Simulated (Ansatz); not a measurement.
A geometry of InSe away from equilibrium: step 2 of the relaxation of a generated trial cell of InSe in the beta-GaS structure type. All values below come from PBE (plane waves to 420 eV, PAW, scalar-relativistic; Ansatz, a program for electronic structure). Γ-centred k-mesh 6×6×2 on the run's cell (coarser than for final values), Fermi–Dirac smearing 0.05 eV. The plane waves were selected for a different cell earlier on the path.

```
CELL_PARAMETERS angstrom
      4.06617     0.00000     0.00000
     -2.03308     3.52140     0.00000
      0.00000     0.00000    18.14256
ATOMIC_POSITIONS crystal
  In 0.33333 0.66667 0.17493
  In 0.66667 0.33333 0.67493
  In 0.66667 0.33333 0.82507
  In 0.33333 0.66667 0.32507
  Se 0.33333 0.66667 0.60766
  Se 0.66667 0.33333 0.10766
  Se 0.66667 0.33333 0.39234
  Se 0.33333 0.66667 0.89234
```

**Question.** Give the Cartesian forces on all atoms (eV/Å).

**Answer.** 
```tsv
atom	Fx	Fy	Fz
In1	0.00	0.00	-0.16
In2	0.00	0.00	-0.16
In3	0.00	0.00	0.16
In4	0.00	0.00	0.16
Se5	0.00	0.00	-0.42
Se6	0.00	0.00	-0.42
Se7	0.00	0.00	0.42
Se8	0.00	0.00	0.42
```

The path ends in P6₃/mmc (No. 194). No spin polarisation in the result. Without a van der Waals term the distances between weakly bound units are poorly fixed.

The run could not lose the symmetry of its start.
